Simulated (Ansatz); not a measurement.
**Band structure of Sb**

```xyz
2
Lattice="3.3690 0.0000 0.0000 -1.6845 2.9176 0.0000 0.0000 0.0000 5.3300" Properties=species:S:1:pos:R:3 pbc="T T T"
Sb    0.0000    1.9451    1.3325
Sb    1.6845    0.9725    3.9975
```

Atoms are numbered in the order listed.

The cell is COD entry 1539203, as deposited and not checked against the literature; nothing was relaxed.

No spin–orbit coupling, which matters for the heavy atoms here.

These are results of Ansatz 0.2.0, DFT, PBEsol, all-electron LAPW, scalar-relativistic, not measurements.

The runs use a Γ-centred 12×12×7 k mesh, Fermi–Dirac smearing of 0.05 eV, basis error target 0.5 meV/atom, no spin polarisation.

Points in fractions of the reciprocal vectors of this cell: Γ (0, 0, 0), M (0.5, 0, 0), K (0.333, 0.333, 0), A (0, 0, 0.5), L (0.5, 0, 0.5), H (0.333, 0.333, 0.5). The path joins them by straight lines in the order Γ–M–K–Γ–A–L–H–A–L; legs that retrace an earlier one aren't tabulated. Energies are in eV from the Fermi level.

(1) Is there a gap?

(2) List the levels between -5 and 3.5 eV at the symmetry points.

Answers

(1) none: bands cross the Fermi level, a metal.

(2) 
Γ: 3.31 (×2)
M: -4.26, -2.92, -2.42, -0.22, 0.10
K: -4.68, -2.08 (×2), -0.89 (×3)
A: -0.46 (×2)
L: 1.45 (×2), 2.01 (×2)
H: -4.51 (×2), -3.35 (×2), 3.36 (×2)
